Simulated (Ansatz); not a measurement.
Profile along the C–C line in C (space group P6_3/mmc)

C (space group P6_3/mmc)

Space group P6₃/mmc (No. 194); a = b = 2.4449 Å, c = 6.6368 Å, α = β = 90.00°, γ = 120.00°

```
atom  site  symmetry       x       y       z
----  ----  --------  ------  ------  ------
C       2b      -6m2  0.0000  0.0000  0.2500
C       2c      -6m2  0.3333  0.6667  0.2500
```

Fields along a shortest C–C line of a (0001) plane (1.41 Å), from C to C, interpolated on the slice's grid (step about 0.2 Å). Computed with LDA (plane waves to 420 eV, PAW, scalar-relativistic; Ansatz, a program for electronic structure). k mesh 15×15×5. Near the nuclei the fields are pseudised (PAW); where an atom keeps semicore shells as valence, they peak there. C was relaxed with its symmetry unable to fall.

```
distance from C (Å)  valence electron density (e/Å³)  electron localisation function
-------------------  -------------------------------  ------------------------------
0.00                                            1.86                               x
0.14                                            1.94                               x
0.28                                            2.12                               x
0.42                                            2.18                            0.73
0.56                                            2.10                            0.92
0.70                                            2.06                            0.94
0.85                                            2.11                            0.92
0.99                                            2.18                            0.76
1.13                                            2.12                               x
1.27                                            1.95                               x
1.41                                            1.84                               x
```

x: too close to a nucleus for the ELF to mean much.

Density on the C–C line (1.41 Å) at its midpoint: 2.06 e/Å³. ELF at that point: 0.9. ELF maximum in the middle third of the C–C line: 0.94, 0.7 Å from C.
